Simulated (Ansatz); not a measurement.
VCu$_{3}$Se$_{4}$:
Space group P-43m (No. 215); a = b = c = 5.5816 Å, α = β = γ = 90.00°

```json
[
 {"atom": "V", "site": "1a", "symmetry": "-43m", "x": "0.0000", "y": "0.0000", "z": "0.0000"},
 {"atom": "Cu", "site": "3d", "symmetry": "-42.m", "x": "0.0000", "y": "0.0000", "z": "0.5000"},
 {"atom": "Se", "site": "4e", "symmetry": ".3m", "x": "0.2428", "y": "0.2428", "z": "0.2428"}
]
```

Relaxed with r²SCAN. Plane-wave PAW r²SCAN (Ansatz code) gives a gap of 0.99 eV.

Question: What gap does HSE06 give on the same cell (Ansatz, PAW)?

Answer: 1.73 eV, 0.74 eV more. The hybrid was solved on a coarser mesh and at special points; its gap is the smallest among all of these.

```json
[
 {"k": "Γ", "v1 r²SCAN": "-0.58", "c1 r²SCAN": "1.10", "v1 HSE06": "[?]", "c1 HSE06": "[?]"},
 {"k": "R", "v1 r²SCAN": "0.00", "c1 r²SCAN": "1.62", "v1 HSE06": "[?]", "c1 HSE06": "[?]"},
 {"k": "M", "v1 r²SCAN": "-0.18", "c1 r²SCAN": "1.23", "v1 HSE06": "[?]", "c1 HSE06": "[?]"},
 {"k": "X", "v1 r²SCAN": "-0.57", "c1 r²SCAN": "0.99", "v1 HSE06": "-0.68", "c1 HSE06": "1.73"}
]
```

Question: Top valence (v1) and lowest conduction level (c1) in eV from each method's valence maximum (which need not be a listed point): supply the withheld HSE06 values.

Answer: 
- R, v1 HSE06: 0.00
- R, c1 HSE06: 2.43
- M, v1 HSE06: -0.17
- M, c1 HSE06: 1.83
- Γ, v1 HSE06: -0.77
- Γ, c1 HSE06: 1.87

Cost on shared cores: the r²SCAN run (SCF on a 5×5×5 mesh, then bands and DOS) roughly 6 core-minutes, the HSE06 run (SCF on 3×3×3, then a few points) around 6 core-minutes (rough); the tasks are unlike.

The first step of the workflow began from a Materials Project structure, measured or hypothetical; the Crystallography Open Database copy checked does not list it. Its standing as an ambient phase is unchecked. The cell was relaxed with r²SCAN under the symmetry of its start; its stability against distortions is not shown here. The run is not spin-polarised. Spin–orbit coupling is left out wherever it is not named.

Potentials: the later of the program's two PAW sets.
